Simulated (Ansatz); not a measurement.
BeMo2:
```cif
data_Be8Mo16
_chemical_formula_sum 'Mo16 Be8'
_space_group_name_H-M_alt 'Fd-3m :1'
_space_group_IT_number 227
_space_group_name_Hall 'F 4d 2 3 -1d'
_cell_length_a 7.16857
_cell_length_b 7.16857
_cell_length_c 7.16857
_cell_angle_alpha 90.000
_cell_angle_beta 90.000
_cell_angle_gamma 90.000
loop_
_atom_site_label
_atom_site_type_symbol
_atom_site_symmetry_multiplicity
_atom_site_Wyckoff_symbol
_atom_site_fract_x
_atom_site_fract_y
_atom_site_fract_z
_atom_site_occupancy
Mo1 Mo 16 c 0.12500 0.12500 0.12500 1
Be1 Be 8 b 0.50000 0.50000 0.50000 1
```
(The calculation used a cell of 6 atoms; values per cell refer to that cell.)

This is the PBEsol-relaxed structure.

Question: All from DFT-PBEsol in the program Ansatz with PAW potentials, unless another level is named. Give the bulk modulus (Birch–Murnaghan fit).

Answer: 175 GPa.

Question: What about the elastic constants (relaxed ions, GPa)?

Answer: C11 = 200, C12 = 163, C44 = 54.1.

A made-up cell: these elements were put on the sites of a structure type; neither database checked (COD, Materials Project) lists it. Whether it is the stable phase at ambient conditions was not checked. Symmetry was held in the PBEsol relaxation; phonons show weakly imaginary modes. The run is not spin-polarised. As this level gives no gap, shear constants depend on the k-mesh and smearing (Fermi–Dirac, 0.1 eV here).

Potentials: the earlier of the program's two PAW sets. The files were generated under PBE; for other functionals the program regenerates the frozen cores, and for LDA and PBEsol the local potential too.
